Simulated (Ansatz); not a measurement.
Generalised stacking fault of KCl (rock salt) on the {110} plane. The cell below holds the perfect crystal with the plane normal along z; tilting its third vector by the shift puts one fault into each cell, between planes 2.22 Å apart, at fixed cell height.

```
KCl
1.0
    4.44934     0.00000     0.00000
    0.00000     6.29231     0.00000
    2.22467     3.14616     6.67400
Cl K
3 3
Direct
  0.00000   0.00000   0.83333
  0.33333   0.33333   0.16667
  0.66667   0.66667   0.50000
  0.00000   0.50000   0.83333
  0.33333   0.83333   0.16667
  0.66667   0.16667   0.50000
```

In-plane vectors a = (4.449, 0.000) Å, b = (0.000, 6.292) Å, area 28.00 Å². The shift is s times the vector a (length 4.449 Å), so s = 1 restores the start. Atoms relax along the normal only. γ = [E(shift) − E(0)] / area.

These are r2SCAN (plane waves to 500 eV, PAW, scalar-relativistic; Ansatz, a program for electronic structure) values and carry that method's errors. k mesh 7×7×7 (Γ-centred), Fermi-Dirac smearing 0.05 eV. Energies are extrapolated to zero smearing. Some relaxations began with atoms very close together and may have settled on another branch. Faults lie only 6.7 Å apart, and holding the cell height raises γ above its relaxed value. KCl was relaxed with its symmetry unable to fall. γ is measured from zero shift.

```
s      γ (mJ/m²)
-----  ---------
0.000          0
0.083         51
0.167   withheld
0.250        239
0.333        312
0.417        358
0.500        374
0.583        358
0.667        312
0.750        239
0.833   withheld
0.917         51
```

Q: Fit a Fourier form (three harmonics of 1 − cos and sin) to the given rows and predict γ at s = 0.833.

A: Least squares on the 10 given rows: γ = (179.5)·[1 − cos(2πs)] + (26.9)·[1 − cos(4πs)] + (8.7)·[1 − cos(6πs)], in mJ/m²; root-mean-square residual 2.9 mJ/m². At 0.833 the fit gives 148 mJ/m²; the calculation gives 148 mJ/m², the same to the digits shown. 

(The slope of γ gives the shear force per area between the displaced halves; near zero shift its curvature is an elastic stiffness.)
